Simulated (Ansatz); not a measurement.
Method: PBE, no spin polarisation; PAW, plane waves to 420 eV, 6×6×6 Γ-centred mesh, cold occupations (width 0.0863 eV) (Ansatz 0.2.0), atoms fixed.

Computed maps in the lattice plane spanned by a (left to right, 5.54 Å, 17 points from zero) and b (bottom to top, 5.54 Å, 17 points from zero), 90° apart, at height 0.000 along c. The fields are smooth PAW ones with compensation charges, not the true ones near nuclei.

Valence density. Digits on a logarithmic scale: 0 up to 0.03 e/Å³, each further digit a factor of 1.6, 9 from 1.3 e/Å³ up:
```
99976653212345799
99888975323567789
87799997435799987
55799998556999986
44699998667999996
33579988998899975
22356789999888753
11235699999965432
12345699999965321
23578889999876532
35799988998899753
46999997668999964
56899996558999975
87899975347999977
99877653235798889
99975432123566799
99985432112345899
```

ELF. Ten even steps from '0' (0.01) to '9' (0.83):
```
77413442000011257
85159996101566314
42398898304999951
11694399316984893
01698796114973894
00599962452699994
00146427887269862
00001158228413310
00133148228511000
02689627887246410
04999962542699950
04983794116978961
13984896139934961
41599994038988932
84136651016999515
77521100002443147
37841000000001487
```

Task: The cell is Ba₂IrWO₆. Which atoms lie within 0.2 Å of this plane, and where (fractions of a and b)?

Result: Ir at (0.00, 0.00), W at (0.50, 0.50), O at (0.24, 0.27), O at (0.27, 0.76), O at (0.76, 0.73), O at (0.73, 0.24). The whole cell:
```xyz
10
Lattice="0.0000 5.5411 0.0000 5.5411 0.0000 0.0000 2.7705 2.7705 -4.3002" Properties=species:S:1:pos:R:3 pbc="T T T"
Ba    2.7705    5.5411   -2.1501
Ba    5.5411    2.7705   -2.1501
Ir    0.0000    0.0000    0.0000
W     2.7705    2.7705    0.0000
O     1.5072    1.3188    0.0000
O     4.2223    1.5072    0.0000
O     4.0339    4.2223    0.0000
O     1.3188    4.0339    0.0000
O     2.7705    2.7705   -1.8921
O     5.5411    5.5411   -2.4081
```

Origin: a known structure type with other elements, at an estimated volume, so it need not be a known compound. Caveats: odd electron count without spin polarisation, so a magnetic state may lie lower.
